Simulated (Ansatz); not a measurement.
Values for one crystal, relaxed and computed with LDA in the plane-wave PAW code Ansatz; other levels are named.

| Quantity | Value |
|---|---|
| Volume per atom | 6.48 Å³ |
| Band gap | 1.20 eV (indirect) |
| Hole effective mass, band 2 of 3 at the edge | 0.25 along [100], 0.25 along [110], 0.66 along [111] (mₑ) |
| Debye temperature from the elastic constants | 1720 K |
| Zero-point energy | 118.9 meV/atom |
| Bulk modulus (Birch–Murnaghan fit) | 217 GPa |
| Smallest direct gap on the standard path | 4.11 eV |

**Question.** Which of these materials gives this?
A) AgBr, rock salt
B) MoSeS, P-3m1 (Mo on 2c, Se on 2d, S on 2d)
C) SiO2, rutile
D) Be2C, fluorite or antifluorite type

**Answer.** D, Be2C, fluorite or antifluorite type

Space group Fm-3m (fluorite or antifluorite type). The cell was relaxed with LDA under the symmetry of its start; phonons on a q-mesh show no instability.

Potentials: the later of the program's two PAW sets.
